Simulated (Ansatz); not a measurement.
Theory: DFT PBE, scalar-relativistic, plane waves, PAW in Ansatz. Cutoff 420 eV, Γ-centred 10×10×10 mesh (10-atom cell), Gaussian smearing of 0.02 eV, no spin polarisation.

Energies over the elements count from the elements' standard structures at the same level, with no fitted energy shifts.

Problem. Propose a candidate for a tetragonal semiconductor with formula Al₂Ga₃As₅, with a gap near 0.7 eV, a formation energy near −0.40 eV/atom and a density near 4.48 g/cm³, in a cell of 10 atoms.

Solution. Al₂Ga₃As₅, space group I-4m2 (No. 119). Around Al lie 4 As at 2.48 Å; Ga on a site of symmetry -4m2 is surrounded by 4 As at 2.49 Å; around Ga on a site of symmetry 2mm lie 4 As at 2.49 Å; around As on a site of symmetry 2mm lie 2 Al at 2.48 Å and 2 Ga at 2.49 Å; 2 more sites not described.

```cif
data_structure
_symmetry_space_group_name_H-M 'I-4m2'
_symmetry_Int_Tables_number 119
_cell_length_a 4.0582
_cell_length_b 4.0582
_cell_length_c 28.6932
_cell_angle_alpha 90.000
_cell_angle_beta 90.000
_cell_angle_gamma 90.000
_cell_volume 472.56
loop_
_atom_site_label
_atom_site_type_symbol
_atom_site_symmetry_multiplicity
_atom_site_Wyckoff_symbol
_atom_site_fract_x
_atom_site_fract_y
_atom_site_fract_z
_atom_site_occupancy
Al1 Al 4 e 0.50000 0.50000 0.40006 1
Ga1 Ga 2 b 0.50000 0.50000 0.00000 1
Ga2 Ga 4 e 0.50000 0.50000 0.19991 1
As1 As 4 f 0.50000 0.00000 0.44971 1
As2 As 4 f 0.00000 0.50000 0.14961 1
As3 As 2 d 0.50000 0.00000 0.25000 1
```

- Volume per atom: 23.63 Å³
- Density: 4.48 g/cm³
- Formation energy: −0.404 eV/atom
- Gap on the 10×10×10 mesh of the 10-atom cell: 0.73 eV

The cell was found from a structure generator's guess, not taken from experiment. The answer needn't be unique; the calculation gave this one.

Kohn–Sham gaps at this level usually fall short of measured ones. The reference form of As is held partly by dispersion forces, which this level lacks. A later test with randomly moved atoms came back to the same energy, though modes that don't fit the test's cell weren't probed.
